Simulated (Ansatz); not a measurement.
Starting cell, Se (trigonal-Se type, space group P3_121):

```
Se
1.0
    9.01316     0.00000     0.00000
   -2.25329     3.90281     0.00000
    0.00000     0.00000     4.98884
Se
6
Direct
  0.10844   0.00000   0.83333
  0.60844   0.00000   0.83333
  0.00000   0.21689   0.16667
  0.50000   0.21689   0.16667
  0.39156   0.78311   0.50000
  0.89156   0.78311   0.50000
```

In each cell atom 1 (Se, nearest neighbour Se at 2.373 Å; its periodic images, 4.5 Å or more away, move with it) moves by s·(0.000, 0.000, 1.000) (along Cartesian z), the rest being held.

Method: r2SCAN (plane waves to 500 eV, PAW, scalar-relativistic; Ansatz, an electronic-structure program). k mesh 7×7×6 (Γ-centred), Fermi-Dirac smearing 0.05 eV. E stands for the smeared free energy. Compression counts positive. F∥ is the force on the atom along that direction. F⊥ is the part of the force across the line. Se was relaxed with its symmetry unable to fall. The PAW data are Ansatz's earlier set. ΔE is measured from the undisplaced structure.

| s (Å) | ΔE (eV/cell) | |F⊥| (eV/Å) | F∥ (eV/Å) | P (GPa) |
|---|---|---|---|---|
| -0.240 | 0.2557 | 0.853 | 2.158 | 0.75 |
| -0.192 | 0.1629 | 0.579 | 1.711 | 0.48 |
| -0.144 | 0.0913 | 0.365 | 1.274 | 0.27 |
| -0.096 | 0.0405 | 0.205 | 0.845 | 0.12 |
| -0.048 | 0.0101 | 0.090 | 0.421 | 0.03 |
| 0.000 | 0.0000 | 0.001 | 0.000 | 0.00 |
| 0.048 | 0.0101 | 0.091 | -0.423 | 0.03 |
| 0.096 | 0.0406 | 0.209 | -0.849 | 0.12 |
| 0.144 | 0.0918 | 0.372 | -1.283 | 0.27 |
| 0.192 | 0.1639 | 0.590 | -1.726 | 0.48 |
| 0.240 | 0.2577 | 0.870 | -2.182 | 0.75 |

Key numbers:

Energy at s = 0.240 Å: 257.7 meV/cell
Force along the line at s = -0.240 Å: 2.16 eV/Å
Shape of the curve: a single well with its minimum at or next to zero displacement
Force constant k = d²E/ds² at s = 0 (finite differences): 8.78 eV/Å²
Harmonic estimate at the end of the scan: ½ks² = 252.9 meV/cell against the computed 257.7 meV/cell, so the well is close to harmonic there

(For displaced atoms, the force is minus the slope of the energy, and its curvature is a force constant, which sets phonon frequencies.)
